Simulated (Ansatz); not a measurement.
PbF₂ (Fm-3m) from a database of computed structures (r2SCAN+rVV10 geometry), in Ansatz:

```
CELL_PARAMETERS angstrom
0.00000 2.94581 2.94581
2.94581 0.00000 2.94581
2.94581 2.94581 0.00000
ATOMIC_POSITIONS crystal
Pb 0.00000 0.00000 0.00000
F 0.75000 0.75000 0.75000
F 0.25000 0.25000 0.25000
```

G0W0@PBE with 378 empty bands, a screening cutoff of 220 eV and a 6×6×6 mesh (PAW, contour deformation) gives 6.483 eV over the mesh points, from a PBE gap of 4.441 eV; it sums over 392 bands with 339 plane waves in the screening and a wave cutoff of 420 eV. No extrapolation in bands, cutoff or mesh was made for G0W0. Calculated for a static, non-magnetic cell.

(1) Estimate the gap with mesh 8×8×8, empty bands 83, screening cutoff 80 eV.

(2) Estimate the gap with starting point PBE0.

(3) Estimate the gap with empty bands 695, screening cutoff 300 eV.

(4) Estimate the gap with empty bands 152, screening cutoff 120 eV.

Answers

(1) 6.231 eV (-0.252 eV), from a Kohn-Sham gap of 4.415 eV.

(2) 7.465 eV (+0.982 eV), from a Kohn-Sham gap of 6.470 eV.

(3) 6.569 eV (+0.086 eV), from a Kohn-Sham gap of 4.441 eV.

(4) 6.269 eV (-0.214 eV), from a Kohn-Sham gap of 4.441 eV.

Spin-orbit coupling is left out; in compounds of Pb, Bi, Tl or Hg it can lower a gap by up to about 1 eV, split its edges or invert the bands.
